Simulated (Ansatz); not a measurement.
# Profile along the N–W line in W3N4 (space group Pm-3m)

W3N4 (space group Pm-3m)

```yaml
crystal:
  lattice:
    - [4.15584, 0.00000, 0.00000]
    - [0.00000, 4.15584, 0.00000]
    - [0.00000, 0.00000, 4.15584]
  atoms:
    - { symbol: N, position: [0.50000, 0.50000, 0.50000] }
    - { symbol: N, position: [0.50000, 0.00000, 0.00000] }
    - { symbol: N, position: [0.00000, 0.50000, 0.00000] }
    - { symbol: N, position: [0.00000, 0.00000, 0.50000] }
    - { symbol: W, position: [0.50000, 0.50000, 0.00000] }
    - { symbol: W, position: [0.00000, 0.50000, 0.50000] }
    - { symbol: W, position: [0.50000, 0.00000, 0.50000] }
```

Fields along a shortest N–W line of a {210} plane (2.08 Å), from N to W, interpolated on the slice's grid (step about 0.3 Å). Calculation: LDA (plane waves to 420 eV, PAW, scalar-relativistic; Ansatz, a program for electronic structure). k mesh 11×11×11. These are valence fields of a PAW run, semicore shells included where kept as valence: close to a nucleus they are smooth pseudo fields. Spin-orbit coupling is left out, though W is heavy. W3N4 is run without spin polarisation. W3N4 was relaxed with its symmetry unable to fall.

```json
[
 {"distance from N (Å)": "0.00", "valence electron density (e/Å³)": "3.55", "electron localisation function": "x"},
 {"distance from N (Å)": "0.21", "valence electron density (e/Å³)": "3.55", "electron localisation function": "x"},
 {"distance from N (Å)": "0.42", "valence electron density (e/Å³)": "2.89", "electron localisation function": "0.63"},
 {"distance from N (Å)": "0.62", "valence electron density (e/Å³)": "1.62", "electron localisation function": "0.80"},
 {"distance from N (Å)": "0.83", "valence electron density (e/Å³)": "0.90", "electron localisation function": "0.56"},
 {"distance from N (Å)": "1.04", "valence electron density (e/Å³)": "0.81", "electron localisation function": "0.27"},
 {"distance from N (Å)": "1.25", "valence electron density (e/Å³)": "1.41", "electron localisation function": "0.32"},
 {"distance from N (Å)": "1.46", "valence electron density (e/Å³)": "3.38", "electron localisation function": "0.65"},
 {"distance from N (Å)": "1.66", "valence electron density (e/Å³)": "5.30", "electron localisation function": "0.55"},
 {"distance from N (Å)": "1.87", "valence electron density (e/Å³)": "4.59", "electron localisation function": "x"},
 {"distance from N (Å)": "2.08", "valence electron density (e/Å³)": "3.54", "electron localisation function": "x"}
]
```

x: too close to a nucleus for the ELF to mean much.

Density on the N–W line (2.08 Å) at its density minimum, 1.0 Å from N: 0.78 e/Å³. ELF at that point: 0.3.
